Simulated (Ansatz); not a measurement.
SrVHO₂ in space group P4/mmm (No. 123; Sr on 1d, V on 1a, O on 2f, H on 1b), PBE (plane waves, PAW; program Ansatz), all energies at zero smearing, with the estimated change up to a 700 eV cutoff added, with one set of potentials and settings (totals compare only within such a set). Cell of 5 atoms (1 Sr, 1 V, 2 O, 1 H): -7612.275 eV.

| element | reference phase | E (eV/atom) |
|---|---|---|
| Sr | C2/m, 3 atoms in the cell | -3544.2405 |
| V | Im-3m, 1 atoms in the cell | -2912.4171 |
| O | C2/m, 4 atoms in the cell, spin-polarised | -565.0042 |
| H | Cmce, 4 atoms in the cell | -15.8829 |

Formation energy per atom, worked out: (-7612.275 − 1×(-3544.2405) − 1×(-2912.4171) − 2×(-565.0042) − 1×(-15.8829))/5 = -1.945 eV/atom (-188 kJ per mol of atoms), at 0 K, without zero-point energy or fitted corrections.

The start of the workflow was typed in or built on a structure type; neither database checked (COD, Materials Project) lists it. Whether it is the stable phase at ambient conditions was not checked. The cell was relaxed with PBE under the symmetry of its start; whether a distortion lowers the energy is not shown. Magnetic state: ferromagnetic, the only order run, not a proven ground state. The cell computed holds one magnetic atom, so no antiferromagnetic order was within reach. No Hubbard U is applied. The references are the lowest solids computed at this level, not always the standard phases (solids in place of the gases).

Potentials: the earlier of the program's two PAW sets.
